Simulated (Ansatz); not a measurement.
Here is the system:

Hf$_{3}$Te$_{2}$:
```
CELL_PARAMETERS angstrom
     -1.81697     1.81697     8.77526
      1.81697    -1.81697     8.77526
      1.81697     1.81697    -8.77526
ATOMIC_POSITIONS crystal
  Hf 0.90428 0.90428 0.00000
  Hf 0.09572 0.09572 0.00000
  Hf 0.50000 0.50000 0.00000
  Te 0.33043 0.33043 0.00000
  Te 0.66957 0.66957 0.00000
```

This is the LDA-relaxed structure.

Q: All from DFT-LDA in the program Ansatz with PAW potentials, unless another level is named. Give the electronic character.

A: metallic (no gap).

Q: Predict the density of states at the Fermi level.

A: 0.43 states/eV per atom (mean over ±0.08 eV).

Q: And the formation energy from the elements (no fitted shifts)?

A: -62 kJ/mol-atom.

Space group I4/mmm. The first step of the workflow began from a Materials Project structure, measured or hypothetical; the Crystallography Open Database copy checked does not list it. Its standing as an ambient phase is unchecked. The cell was relaxed with LDA under the symmetry of its start; its stability against distortions is not shown here. No spin polarisation was allowed. A crystal of weakly bound layers computed without a dispersion correction: the cell and the soft elastic constants depend strongly on that. The references are the lowest solids computed at this level, not always the standard phases. Scalar-relativistic: spin–orbit coupling is off unless named, which matters more the heavier the elements.

Potentials: the later of the program's two PAW sets.
